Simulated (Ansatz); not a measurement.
Cu Kα1 powder pattern (kinematic, no thermal factors).
```csv
2θ (°),relative intensity,assignment
22.89,83,1 1 1
26.49,2,2 0 0
37.81,100,2 2 0
44.66,83,3 1 1
46.76,2,2 2 2
54.54,11,4 0 0
59.91,20,3 3 1
68.27,35,4 2 2
73.06,24,5 1 1
80.78,15,4 4 0
85.33,16,5 3 1
```

The pattern is computed from a structure relaxed with DFT PBE, scalar-relativistic, plane waves, PAW, and for the lanthanide a 4f-in-core norm-conserving potential (Ansatz 0.2.0). No spin polarisation. Its elements are Ba, Er, O.

**Question.** Give the structure.

**Answer.** BaErO₄.
Space group F-43m (No. 216). a = 6.725 Å, b = 6.725 Å, c = 6.725 Å, α = 90.00°, β = 90.00°, γ = 90.00°
```
atom  site  symmetry       x       y       z
  Ba    4c      -43m  0.2500  0.2500  0.2500
  Er    4a      -43m  0.0000  0.0000  0.0000
   O   16e       .3m  0.3734  0.1266  0.8734
```

A pattern alone doesn't exclude other cells with like lines; this is the one computed.

Another cell of BaErO4 relaxed alike, in P-6m2, lies 0.50 eV/atom lower, so this cell isn't the stable form at this level.

The structure comes from a generated guess; another structure or a mixture of phases may lie lower.

The lanthanide is trivalent by construction, without f bands, f moments or other valences.
